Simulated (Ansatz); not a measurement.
Ca:
```cif
data_Ca2
_chemical_formula_sum 'Ca2'
_space_group_name_H-M_alt 'P63/mmc'
_space_group_IT_number 194
_space_group_name_Hall '-P 6c 2c'
_cell_length_a 3.76095
_cell_length_b 3.76095
_cell_length_c 6.24355
_cell_angle_alpha 90.000
_cell_angle_beta 90.000
_cell_angle_gamma 120.000
loop_
_atom_site_label
_atom_site_type_symbol
_atom_site_symmetry_multiplicity
_atom_site_Wyckoff_symbol
_atom_site_fract_x
_atom_site_fract_y
_atom_site_fract_z
_atom_site_occupancy
Ca1 Ca 2 c 0.33333 0.66667 0.25000 1
```

This is the LDA-relaxed structure.

### Question
All from the program Ansatz at the LDA level (PAW), unless another level is named. Give the bulk modulus (Birch–Murnaghan fit).

### Answer
19.6 GPa.

### Question
Give the highest zone-centre frequency.

### Answer
158 cm⁻¹.

Space group P6_3/mmc (hcp (Mg type)). The workflow started from an entry of the Crystallography Open Database (COD, 723 K), which files this formula under 3 space groups. It is not the phase usual at ambient conditions (space group No. 225). The cell was relaxed with LDA under the symmetry of its start; whether a distortion lowers the energy is not shown. As this level gives no gap, phonon frequencies hold no LO–TO term and depend on the k-mesh and smearing (Fermi–Dirac, 0.1 eV here).

Potentials: the earlier of the program's two PAW sets. The files were generated under PBE; for other functionals the program regenerates the frozen cores, and for LDA and PBEsol the local potential too.
